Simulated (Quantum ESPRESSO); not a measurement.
Nb5Sc3, one run as intended and one with a planted mistake

Computed values, not a measurement. The program is pw.x of Quantum ESPRESSO 7.5 (plane-wave density functional theory). The cell is made up: eight metal atoms on a face-centred cubic lattice, with elements, volume, strain and displacements drawn at random and not relaxed, so it may be unstable or far from any real phase. PseudoDojo standard norm-conserving files set the functional (PBE unless stated); there is no spin polarisation or spin-orbit coupling, the Fermi-Dirac width of 0.25 eV means electrons at about 2900 K, and the masses in the input are unused placeholders. A spin test at this wide smearing found no moment, but such smearing suppresses magnetism that the real alloy may have.

Intended input:

```
&control calculation='scf', pseudo_dir='./dojo.nc.sr.pbe.v0_5.standard.upf', outdir='./o', disk_io='minimal', tprnfor=.true., tstress=.true. /
&system ibrav=0, nat=8, ntyp=2, nbnd=67, ecutwfc=82.02448710, nosym=.true., tot_charge=0,
 occupations='smearing', smearing='fd', degauss=0.0183746611
/
&electrons conv_thr=1.470e-08, electron_maxstep=70, mixing_beta=0.5 /
ATOMIC_SPECIES
Nb 1.0 Nb.upf
Sc 1.0 Sc.upf
CELL_PARAMETERS angstrom
0.0251 -2.1641 -2.1
-4.2435 2.2037 -2.0894
6.2708 6.4089 -4.1922
ATOMIC_POSITIONS angstrom
Nb 0.0502 0.033 0.065
Sc -0.0058 2.1609 -2.1362
Nb 0.0258 4.2289 -4.0717
Nb 4.0714 4.3699 -4.2109
Nb -2.1674 0.0801 -2.1404
Sc -2.164 2.1526 -4.1451
Sc 2.1572 2.0987 -4.3727
Nb 1.9959 4.1516 -6.3521
K_POINTS automatic
8 5 3 1 1 1
```

The log is shortened where brackets say so; the opening notice, blank lines, dates and the lines on written files are dropped, and the path of the files is cut. It prints rydbergs, bohrs and kilobars, and counts compression as positive stress. Its total energy is the free energy E - TS of the whole cell.

Log of the intended run:

```
     Program PWSCF v.7.5
     Parallel version (MPI & OpenMP), running on       4 processor cores
     Number of MPI processes:                 4
     Threads/MPI process:                     1
     [start-up lines left out]
     bravais-lattice index     =            0
     lattice parameter (alat)  =       5.6987  a.u.
     unit-cell volume          =    1033.0955 (a.u.)^3
     number of atoms/cell      =            8
     number of atomic types    =            2
     number of electrons       =        98.00
     number of Kohn-Sham states=           67
     kinetic-energy cutoff     =      82.0245  Ry
     charge density cutoff     =     328.0979  Ry
     scf convergence threshold =      1.5E-08
     mixing beta               =       0.5000
     number of iterations used =            8  plain     mixing
     Exchange-correlation= PBE
                           (   1   4   3   4   0   0   0)
     [axes and pseudopotential details left out]
   Cartesian axes
     site n.     atom                  positions (alat units)
         1        Nb     tau(   1) = (   0.0166467   0.0109430   0.0215544  )
         2        Sc     tau(   2) = (  -0.0019233   0.7165693  -0.7083786  )
         3        Nb     tau(   3) = (   0.0085555   1.4023323  -1.3502037  )
         4        Nb     tau(   4) = (   1.3501042   1.4490888  -1.3963633  )
         5        Nb     tau(   5) = (  -0.7187247   0.0265617  -0.7097713  )
         6        Sc     tau(   6) = (  -0.7175972   0.7138169  -1.3745436  )
         7        Sc     tau(   7) = (   0.7153423   0.6959433  -1.4500173  )
         8        Nb     tau(   8) = (   0.6618541   1.3766990  -2.1063999  )
     number of k points=    60  Fermi-Dirac smearing, width (Ry)=  0.0184
                       cart. coord. in units 2pi/alat
        k(    1) = (  -0.0092321   0.0171293  -0.1075130), wk =   0.0333333
        k(    2) = (  -0.1293855  -0.1005861   0.0123594), wk =   0.0333333
     [further k points left out]
     Dense  grid:   103771 G-vectors     FFT dimensions: (  36,  60, 108)
     Estimated max dynamical RAM per process >     359.68 MB
     Estimated total dynamical RAM >       1.33 GB
     Initial potential from superposition of free atoms
     starting charge      97.9805, renormalised to      98.0000
     Starting wfcs are   80 randomized atomic wfcs
     total cpu time spent up to now is        5.2 secs
     per-process dynamical memory:   295.8 Mb
     Self-consistent Calculation
     iteration #  1     ecut=    82.02 Ry     beta= 0.50
     Davidson diagonalization with overlap
     ethr =  1.00E-02,  avg # of iterations =  2.9
     total cpu time spent up to now is       15.8 secs
     total energy              =    -908.90967187 Ry
     estimated scf accuracy    <       6.37359542 Ry
     iteration #  2     ecut=    82.02 Ry     beta= 0.50
     Davidson diagonalization with overlap
     ethr =  6.50E-03,  avg # of iterations =  6.9
     total cpu time spent up to now is       31.4 secs
     total energy              =    -908.95318840 Ry
     estimated scf accuracy    <     123.54467678 Ry
     [iterations 3 to 22 left out]
     iteration # 23     ecut=    82.02 Ry     beta= 0.50
     Davidson diagonalization with overlap
     ethr =  6.50E-11,  avg # of iterations =  1.9
     total cpu time spent up to now is      226.4 secs
     total energy              =    -913.10332250 Ry
     estimated scf accuracy    <       0.00000004 Ry
     iteration # 24     ecut=    82.02 Ry     beta= 0.50
     Davidson diagonalization with overlap
     ethr =  4.13E-11,  avg # of iterations =  1.1
     total cpu time spent up to now is      232.8 secs
     End of self-consistent calculation
     [lines on levels left out]
!    total energy              =    -913.10332250 Ry
     estimated scf accuracy    <          5.1E-09 Ry
     smearing contrib. (-TS)   =      -0.16258175 Ry
     internal energy E=F+TS    =    -912.94074074 Ry
     The total energy is F=E-TS. E is the sum of the following terms:
     one-electron contribution =    -189.16344294 Ry
     hartree contribution      =     139.22571689 Ry
     xc contribution           =    -179.48269513 Ry
     ewald contribution        =    -683.52031957 Ry
     convergence has been achieved in  24 iterations
     Forces acting on atoms (cartesian axes, Ry/au):
     atom    1 type  1   force =    -0.04744723   -0.00697189    0.01251932
     atom    2 type  2   force =    -0.01309887   -0.01494025    0.01198442
     atom    3 type  1   force =    -0.02273048    0.02423738   -0.04402769
     atom    4 type  1   force =     0.04904000   -0.00472292   -0.02149370
     atom    5 type  1   force =     0.00890805   -0.02888961    0.02880979
     atom    6 type  2   force =     0.01400851    0.01110380   -0.00506453
     atom    7 type  2   force =     0.02496610   -0.01875740    0.04771632
     atom    8 type  1   force =    -0.01364608    0.03894089   -0.03044392
     Total force =     0.129990     Total SCF correction =     0.000223
     Computing stress (Cartesian axis) and pressure
          total   stress  (Ry/bohr**3)                   (kbar)     P=       69.27
   0.00048638   0.00009318  -0.00005995           71.55       13.71       -8.82
   0.00009318   0.00052185  -0.00010479           13.71       76.77      -15.41
  -0.00005995  -0.00010479   0.00040435           -8.82      -15.41       59.48
     init_run     :      4.88s CPU      5.06s WALL (       1 calls)
     electrons    :    226.97s CPU    227.65s WALL (       1 calls)
     forces       :      1.35s CPU      1.35s WALL (       1 calls)
     stress       :      4.49s CPU      4.50s WALL (       1 calls)
     [timing details left out]
     PWSCF        :   3m57.85s CPU   3m58.74s WALL
     JOB DONE.
```

A second run has one planted mistake: the cell and the positions are scaled by a wrong factor. The input lines that differ:

```
- 0.0251 -2.1641 -2.1
- -4.2435 2.2037 -2.0894
- 6.2708 6.4089 -4.1922
+ 0.0252 -2.1756 -2.1111
+ -4.266 2.2154 -2.1005
+ 6.304 6.4429 -4.2144
- Nb 0.0502 0.033 0.065
- Sc -0.0058 2.1609 -2.1362
- Nb 0.0258 4.2289 -4.0717
- Nb 4.0714 4.3699 -4.2109
- Nb -2.1674 0.0801 -2.1404
- Sc -2.164 2.1526 -4.1451
- Sc 2.1572 2.0987 -4.3727
- Nb 1.9959 4.1516 -6.3521
+ Nb 0.0505 0.0332 0.0653
+ Sc -0.0058 2.1724 -2.1475
+ Nb 0.0259 4.2513 -4.0933
+ Nb 4.093 4.3931 -4.2332
+ Nb -2.1789 0.0805 -2.1517
+ Sc -2.1755 2.164 -4.1671
+ Sc 2.1686 2.1098 -4.3959
+ Nb 2.0065 4.1736 -6.3858
```

Its log:

```
     Program PWSCF v.7.5
     Parallel version (MPI & OpenMP), running on       4 processor cores
     Number of MPI processes:                 4
     Threads/MPI process:                     1
     [start-up lines left out]
     bravais-lattice index     =            0
     lattice parameter (alat)  =       5.7289  a.u.
     unit-cell volume          =    1049.6104 (a.u.)^3
     number of atoms/cell      =            8
     number of atomic types    =            2
     number of electrons       =        98.00
     number of Kohn-Sham states=           67
     kinetic-energy cutoff     =      82.0245  Ry
     charge density cutoff     =     328.0979  Ry
     scf convergence threshold =      1.5E-08
     mixing beta               =       0.5000
     number of iterations used =            8  plain     mixing
     Exchange-correlation= PBE
                           (   1   4   3   4   0   0   0)
     [axes and pseudopotential details left out]
   Cartesian axes
     site n.     atom                  positions (alat units)
         1        Nb     tau(   1) = (   0.0166579   0.0109513   0.0215398  )
         2        Sc     tau(   2) = (  -0.0019132   0.7165847  -0.7083712  )
         3        Nb     tau(   3) = (   0.0085433   1.4023277  -1.3502100  )
         4        Nb     tau(   4) = (   1.3501110   1.4491016  -1.3963572  )
         5        Nb     tau(   5) = (  -0.7187288   0.0265536  -0.7097566  )
         6        Sc     tau(   6) = (  -0.7176073   0.7138139  -1.3745536  )
         7        Sc     tau(   7) = (   0.7153313   0.6959356  -1.4500252  )
         8        Nb     tau(   8) = (   0.6618612   1.3766976  -2.1064107  )
     number of k points=    60  Fermi-Dirac smearing, width (Ry)=  0.0184
                       cart. coord. in units 2pi/alat
        k(    1) = (  -0.0092315   0.0171284  -0.1075137), wk =   0.0333333
        k(    2) = (  -0.1293859  -0.1005846   0.0123614), wk =   0.0333333
     [further k points left out]
     Dense  grid:   105353 G-vectors     FFT dimensions: (  36,  60, 120)
     Estimated max dynamical RAM per process >     366.85 MB
     Estimated total dynamical RAM >       1.36 GB
     Initial potential from superposition of free atoms
     starting charge      97.9805, renormalised to      98.0000
     Starting wfcs are   80 randomized atomic wfcs
     total cpu time spent up to now is        5.8 secs
     per-process dynamical memory:   302.7 Mb
     Self-consistent Calculation
     iteration #  1     ecut=    82.02 Ry     beta= 0.50
     Davidson diagonalization with overlap
     ethr =  1.00E-02,  avg # of iterations =  2.9
     total cpu time spent up to now is       17.2 secs
     total energy              =    -908.93029571 Ry
     estimated scf accuracy    <       6.35857047 Ry
     iteration #  2     ecut=    82.02 Ry     beta= 0.50
     Davidson diagonalization with overlap
     ethr =  6.49E-03,  avg # of iterations =  6.9
     total cpu time spent up to now is       33.9 secs
     total energy              =    -908.99198077 Ry
     estimated scf accuracy    <     123.17794831 Ry
     [iterations 3 to 21 left out]
     iteration # 22     ecut=    82.02 Ry     beta= 0.50
     Davidson diagonalization with overlap
     ethr =  7.15E-11,  avg # of iterations =  5.1
     total cpu time spent up to now is      248.1 secs
     total energy              =    -913.10999365 Ry
     estimated scf accuracy    <       0.00000013 Ry
     iteration # 23     ecut=    82.02 Ry     beta= 0.50
     Davidson diagonalization with overlap
     ethr =  7.15E-11,  avg # of iterations =  2.0
     total cpu time spent up to now is      257.6 secs
     End of self-consistent calculation
     [lines on levels left out]
!    total energy              =    -913.10999365 Ry
     estimated scf accuracy    <          7.5E-09 Ry
     smearing contrib. (-TS)   =      -0.16539590 Ry
     internal energy E=F+TS    =    -912.94459775 Ry
     The total energy is F=E-TS. E is the sum of the following terms:
     one-electron contribution =    -194.35684871 Ry
     hartree contribution      =     140.69171097 Ry
     xc contribution           =    -179.36287022 Ry
     ewald contribution        =    -679.91658979 Ry
     convergence has been achieved in  23 iterations
     Forces acting on atoms (cartesian axes, Ry/au):
     atom    1 type  1   force =    -0.04551927   -0.00799066    0.01322029
     atom    2 type  2   force =    -0.01381875   -0.01475449    0.01190324
     atom    3 type  1   force =    -0.02013806    0.02442103   -0.04382084
     atom    4 type  1   force =     0.04741110   -0.00354173   -0.02199398
     atom    5 type  1   force =     0.00675753   -0.02815794    0.02822962
     atom    6 type  2   force =     0.01362024    0.00986661   -0.00403123
     atom    7 type  2   force =     0.02430549   -0.01677572    0.04559873
     atom    8 type  1   force =    -0.01261828    0.03693290   -0.02910584
     Total force =     0.125633     Total SCF correction =     0.000386
     Computing stress (Cartesian axis) and pressure
          total   stress  (Ry/bohr**3)                   (kbar)     P=       49.12
   0.00034905   0.00009267  -0.00005821           51.35       13.63       -8.56
   0.00009267   0.00038045  -0.00010350           13.63       55.97      -15.23
  -0.00005821  -0.00010350   0.00027223           -8.56      -15.23       40.05
     init_run     :      5.53s CPU      5.72s WALL (       1 calls)
     electrons    :    246.50s CPU    251.81s WALL (       1 calls)
     forces       :      1.74s CPU      1.76s WALL (       1 calls)
     stress       :      5.96s CPU      5.96s WALL (       1 calls)
     [timing details left out]
     PWSCF        :   4m19.77s CPU   4m25.35s WALL
     JOB DONE.
```

|  | intended run | run with the mistake |
| --- | --- | --- |
| free energy (eV) | -12423.404 | -12423.494 |
| entropy term -TS, part of it (eV) | -2.212 | -2.250 |
| pressure (GPa) | 6.93 | 4.91 |
| size of the largest force component (eV/Å) | 1.261 | 1.219 |
| largest change of a force component (eV/Å) |  | 0.067 |
| iterations | 24 | 23 |

For scale, a rerun of the intended cell at a higher cutoff and on a denser mesh moved values by no more than 0.003 eV in energy, 0.02 GPa in stress and 0.003 eV/Å in force, and a second program with other atomic files agreed on that cell to 2 % rms in force and 0.5 GPa in pressure.